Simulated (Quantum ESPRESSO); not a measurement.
# Computed records: MgAlZnO3F (made-up cell, one site empty), Al2GeAsNO2 (made-up cell, one site empty)

Computed with Quantum ESPRESSO 7.5. Calculation on a made-up crystal cell, not a measurement: periodic Kohn-Sham density functional theory in plane waves with PseudoDojo standard norm-conserving scalar-relativistic pseudopotentials, each functional with its own files (v0.5 for PBE, v0.4.1 for LDA and PBEsol), no spin polarisation, no spin-orbit coupling, atoms not relaxed, stress positive in tension, energies less a fixed whole-eV offset for each atom's element; levels are Kohn-Sham levels at fractions of this cell's reciprocal vectors, counted from the reference band (half the neutral cell's valence electrons, rounded up) at Gamma; error bars cover cutoff and k-mesh only, not smearing or the files; each bar is the largest change over components, and at least 0.002 eV, 0.002 eV per angstrom or 0.02 GPa; added strain carries the atoms with the cell, and shear is the tensor component; energies are for the whole cell, and the offsets were chosen from early runs and are not element reference energies.

Common to all runs: functional pbe; cutoff 1143 eV; fermi dirac smearing 0.025 eV; scf tolerance 1e-07 eV; electrons removed 0.

(1) 
```cif
# cell vector a (Å): 4.4364 0.0000 0.0000
# cell vector b (Å): 0.0000 4.4364 0.0000
# cell vector c (Å): 0.0000 0.0000 4.4364
data_MgAlZnO3F
_symmetry_space_group_name_H-M 'P 1'
_symmetry_Int_Tables_number 1
_cell_length_a 4.4364
_cell_length_b 4.4364
_cell_length_c 4.4364
_cell_angle_alpha 90.000
_cell_angle_beta 90.000
_cell_angle_gamma 90.000
_cell_volume 87.32
loop_
_atom_site_label
_atom_site_type_symbol
_atom_site_fract_x
_atom_site_fract_y
_atom_site_fract_z
_atom_site_occupancy
Mg1 Mg 0.98832 0.99198 0.01199 1
Al1 Al 0.46856 0.98900 0.51702 1
Zn1 Zn 0.50304 0.49822 0.94354 1
F1 F 0.26398 0.22672 0.27383 1
O1 O 0.26616 0.77933 0.75798 1
O2 O 0.72577 0.25435 0.74635 1
O3 O 0.74678 0.77459 0.26398 1
_calc_lattice_type 'zincblende/diamond'
_calc_empty_site 2
_calc_k_mesh '4 x 4 x 4, shifted by half a step'
_calc_free_energy_less_offsets 5.977  # eV
_calc_scf_iterations 11
_calc_smearing_term_minus_ts 0  # eV
_calc_pressure 7.223  # GPa
_calc_stress_xx -6.567  # GPa
_calc_stress_yy -9.024  # GPa
_calc_stress_zz -6.079  # GPa
_calc_stress_yz 6.185  # GPa
_calc_stress_xz 4.782  # GPa
_calc_stress_xy 3.207  # GPa
_calc_reference_band 29
_calc_error_bar_energy 0.002118  # eV
_calc_error_bar_stress 0.02664  # GPa
_calc_error_bar_force 0.002  # eV/angstrom
_calc_error_bar_next_band_up 0.002  # eV
_calc_error_bars_from 'tighter rerun of a related cell'
```

Atoms:
| atoms element | atom site | atom energy offset (eV) |
| --- | --- | --- |
| Mg | 1 | -1617 |
| Al | 3 | -64 |
| Zn | 4 | -5687 |
| F | 5 | -677 |
| O | 6 | -452 |
| O | 7 | -452 |
| O | 8 | -452 |

Forces:
| site | x (eV/Å) | y (eV/Å) | z (eV/Å) |
| --- | --- | --- | --- |
| 1 | -0.484 | 0.7355 | -1.058 |
| 3 | 4.493 | 0.3124 | -1.008 |
| 4 | -0.1254 | 2.448 | 2.514 |
| 5 | -0.3221 | -0.1222 | 0.1744 |
| 6 | -1.507 | 0.4633 | 0.2003 |
| 7 | 0.9588 | -4.029 | -2.206 |
| 8 | -3.013 | 0.1928 | 1.385 |

Levels:
| level k point | next band up (eV) |
| --- | --- |
| Gamma | 2.344 |
| (1/2,1/2,1/2) | 5.709 |
| (0.15,0,0) | 2.758 |
| (0,0.15,0) | 2.735 |
| (0,0,0.15) | 2.753 |

(2) 
```cif
# cell vector a (Å): 3.3474 -0.0026 -0.0199
# cell vector b (Å): -0.0044 5.6499 -0.0209
# cell vector c (Å): -0.0325 -0.0197 5.4773
data_Al2GeAsNO2
_symmetry_space_group_name_H-M 'P 1'
_symmetry_Int_Tables_number 1
_cell_length_a 3.3475
_cell_length_b 5.6499
_cell_length_c 5.4774
_cell_angle_alpha 90.418
_cell_angle_beta 90.680
_cell_angle_gamma 90.088
_cell_volume 103.58
loop_
_atom_site_label
_atom_site_type_symbol
_atom_site_fract_x
_atom_site_fract_y
_atom_site_fract_z
_atom_site_occupancy
Al1 Al 0.99820 0.99318 0.00959 1
Al2 Al 0.51310 0.49736 0.98939 1
Ge1 Ge 0.01125 0.66903 0.50233 1
O1 O 0.98765 0.00164 0.37071 1
As1 As 0.50241 0.49367 0.37559 1
O2 O 0.48341 0.15640 0.87300 1
N1 N 0.01018 0.66429 0.86944 1
_calc_lattice_type 'wurtzite'
_calc_empty_site 3
_calc_k_mesh '5 x 4 x 4, shifted by half a step'
_calc_free_energy_less_offsets 6.071  # eV
_calc_scf_iterations 12
_calc_smearing_term_minus_ts 0  # eV
_calc_pressure 3.371  # GPa
_calc_stress_xx -14.84  # GPa
_calc_stress_yy 7.43  # GPa
_calc_stress_zz -2.705  # GPa
_calc_stress_yz -9.771  # GPa
_calc_stress_xz 0.5345  # GPa
_calc_stress_xy 0.97  # GPa
_calc_reference_band 26
_calc_error_bar_energy 0.01581  # eV
_calc_error_bar_stress 0.1333  # GPa
_calc_error_bar_force 0.01676  # eV/angstrom
_calc_error_bar_next_band_up 0.002  # eV
_calc_error_bars_from 'tighter rerun of a related cell'
```

Atoms:
| atoms element | atom site | atom energy offset (eV) |
| --- | --- | --- |
| Al | 1 | -64 |
| Al | 2 | -64 |
| Ge | 4 | -2430 |
| O | 5 | -452 |
| As | 6 | -2887 |
| O | 7 | -452 |
| N | 8 | -283 |

Forces:
| site | x (eV/Å) | y (eV/Å) | z (eV/Å) |
| --- | --- | --- | --- |
| 1 | 0.02142 | 0.5503 | 0.9633 |
| 2 | -0.1919 | -0.5031 | -5.748 |
| 4 | -0.8637 | 7.937 | 3.286 |
| 5 | 0.157 | -1.916 | -2.017 |
| 6 | 0.6862 | -6.384 | 0.8334 |
| 7 | 0.2561 | 0.1742 | 2.579 |
| 8 | -0.06512 | 0.1417 | 0.1026 |

Levels:
| level k point | next band up (eV) |
| --- | --- |
| Gamma | 0.8756 |
| (1/2,1/2,1/2) | 0.6743 |
| (0.15,0,0) | 1.575 |
| (0,0.15,0) | 1.216 |
| (0,0,0.15) | 1.264 |
